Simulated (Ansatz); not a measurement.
Data:

Rb:
```xyz
1
Lattice="-2.6854 2.6854 2.6854 2.6854 -2.6854 2.6854 2.6854 2.6854 -2.6854" Properties=species:S:1:pos:R:3 pbc="T T T"
Rb     0.0000     0.0000     0.0000
```

This is the LDA-relaxed structure.

**Question.** All from plane-wave PAW LDA (Ansatz code), unless another level is named. Give the Young's modulus.

**Answer.** 2.8 GPa.

**Question.** What about the elastic constants (relaxed ions, GPa)?

**Answer.** C11 = 3.9, C12 = 3.4, C44 = 2.4.

Space group Im-3m (bcc (W type)). The cell was relaxed with LDA under the symmetry of its start. As this level gives no gap, shear constants depend on the k-mesh and smearing (Fermi–Dirac, 0.1 eV here).

Potentials: the later of the program's two PAW sets.
